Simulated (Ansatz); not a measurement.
A 2-atom cell of GaP (F-43m) from a materials database (r2SCAN geometry), in Ansatz:

```
Ga P
1.0
     0.00000    2.72541    2.72541
     2.72541    0.00000    2.72541
     2.72541    2.72541    0.00000
Ga P
1 1
Cartesian
  0.0000 0.0000 0.0000
  1.3627 1.3627 1.3627
```

G0W0@PBE with 300 empty bands, a screening cutoff of 220 eV and a 6×6×6 mesh (PAW, contour deformation) gives 2.195 eV over the mesh points, from a PBE gap of 1.651 eV; it sums over 309 bands with 307 plane waves in the screening and a wave cutoff of 420 eV. The G0W0 figures hold for the stated bands, cutoff and mesh and aren't extrapolated. The values are computed, spin-unpolarised, and not measurements.

Q: Another run gave a Kohn-Sham gap of 1.651 eV and a G0W0 gap of 2.215 eV, summing over 560 bands with 531 plane waves in the screening and a wave cutoff of 420 eV. What was changed?

A: Empty bands 551, screening cutoff 300 eV. The counts of bands and plane waves show it.

Q: Estimate the gap with starting point HSE06.

A: 2.496 eV (+0.301 eV), from a Kohn-Sham gap of 2.290 eV.

With a shallow d shell on the cation, G0W0 converges slowly in bands and cutoff, so these values are in doubt.
